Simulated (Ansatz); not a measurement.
How stiff is this cell of AlNi?

Cell: a structure deposited in the COD, whose atoms a relaxation with PBE at fixed cell left in place.

```
CELL_PARAMETERS angstrom
2.88100 0.00000 0.00000
0.00000 2.88100 0.00000
0.00000 0.00000 2.88100
ATOMIC_POSITIONS crystal
Al 0.00000 0.00000 0.00000
Ni 0.50000 0.50000 0.50000
```

Sites (sets of like atoms) are named by element and the number of their first atom in this list.

Level of theory: DFT, PBE, plane waves and PAW, scalar-relativistic, collinear spin, 420 eV cutoff, Γ-centred 16×16×16 k-points, Fermi–Dirac smearing 0.05 eV (Ansatz 0.2.0). Start moments as typed (μB): 1.5 on each Ni, none on the rest.

The cell is stretched along z (the third Cartesian axis of the run's cell), x and y held, and the ions relax again each time. Tension counts as positive.

| strain along z (%) | stress along z (GPa) | stress along x (GPa) |
| --- | --- | --- |
| -3 | -9.7 | -6.6 |
| -2 | ? | ? |
| -1 | -4.4 | -3.5 |
| 0 | -2.0 | -2.0 |
| +1 | 0.1 | -0.7 |
| +2 | 2.0 | 0.7 |
| +3 | 3.8 | 1.9 |

(1) Estimate the row at -2 % from the others.

Answers

(1) stress along z (GPa): -7.0; stress along x (GPa): -5.0. Worked: parabolas through the other 6 rows give -6.9 and -5.0 GPa at -2 %. Their slopes at zero strain are 224 GPa (C₁₁) and 141 GPa (C₁₂). They hold at this cell, where the calculated pressure is 2.0 GPa, and with no gap in the run.

All values belong to this cell and structure model. The start moments die out, and the run ends without spin.
